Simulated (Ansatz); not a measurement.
Space group I4/mmm (No. 139). a = 4.380 Å, b = 4.380 Å, c = 8.580 Å, α = 90.00°, β = 90.00°, γ = 90.00°
```csv
atom,site,symmetry,x,y,z
Ta,4c,mmm.,0.5000,0.0000,0.0000
Ta,4e,4mm,0.0000,0.0000,0.2682
N,4d,-4m2,0.0000,0.5000,0.2500
N,2a,4/mmm,0.0000,0.0000,0.0000
```

Equation of state of this Ta4N3 structure (not necessarily the ground state), with shape and atoms relaxed at each volume where symmetry leaves them free. It has no gap at any of these volumes. Method: DFT r2SCAN, scalar-relativistic, plane waves, PAW in Ansatz.

Settings: cutoff 500 eV, Γ-centred mesh 12×12×12 on the computed 7-atom cell, Gaussian smearing of 0.10 eV; no spin polarisation.

| V (Å³/atom) | E − E(largest V) (meV/atom) | P (GPa) |
| --- | --- | --- |
| 10.347 | 115.17 | 55.00 |
| 10.700 | 13.54 | 37.78 |
| 11.053 | -53.06 | 23.12 |
| 11.405 | -89.83 | 10.64 |
| 11.758 | -101.20 | 0.00 |
| 12.111 | -90.92 | -9.07 |
| 12.464 | -62.22 | -16.78 |
| 12.934 | 0.00 | -25.29 |

Question: Fit a third-order Birch–Murnaghan equation to E(V).

Answer: V0 = 11.76 Å³/atom, B0 = 327 GPa, B0' = 4.3.

Spin-orbit coupling is left out, which matters for the bands of heavy elements. Spin polarisation was left out, and a magnetic state may lie lower.